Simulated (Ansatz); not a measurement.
A geometry of Bi2Se3 away from equilibrium: the start of the relaxation of a generated cell, Bi2Se3 placed in the AFLOW prototype A3B2_hP5_164_ad_d (D5_13, as in Al3Ni2). Level of theory: PBE (plane waves to 420 eV, PAW, scalar-relativistic; Ansatz, a program for electronic structure). Γ-centred k-mesh 5×5×4 on the run's cell (coarser than for final values), Fermi–Dirac smearing 0.05 eV.

```xyz
5
Lattice="5.1533 0.0000 0.0000 -2.5766 4.4629 0.0000 0.0000 0.0000 6.2565" Properties=species:S:1:pos:R:3 pbc="T T T"
Se     0.0000     0.0000     0.0000
Se     0.0000     2.9752     4.0542
Se     2.5766     1.4876     2.2023
Bi     0.0000     2.9752     0.9322
Bi     2.5766     1.4876     5.3243
```

### Question
Give the Cartesian forces on all atoms (eV/Å).

### Answer
```tsv
atom	Fx	Fy	Fz
Se1	0.00	0.00	0.00
Se2	0.00	0.00	0.84
Se3	0.00	0.00	-0.84
Bi4	0.00	0.00	1.26
Bi5	0.00	0.00	-1.26
```

### Question
What is the pressure?

### Answer
-0.8 GPa, compression positive.

### Question
How far above the relaxed end point is this geometry?

### Answer
0.41 eV/atom; the path ends in P-3m1 (No. 164).

No spin polarisation in the result.

The run could not lose the symmetry of its start, so the end can be a saddle point.

The end of the path is a generated cell of Bi2Se3: the first start was made by placing the elements on the sites of a structure type, and the end was not matched to a known phase here, so it may be hypothetical. Known forms of Bi2Se3 include space group No. 166.
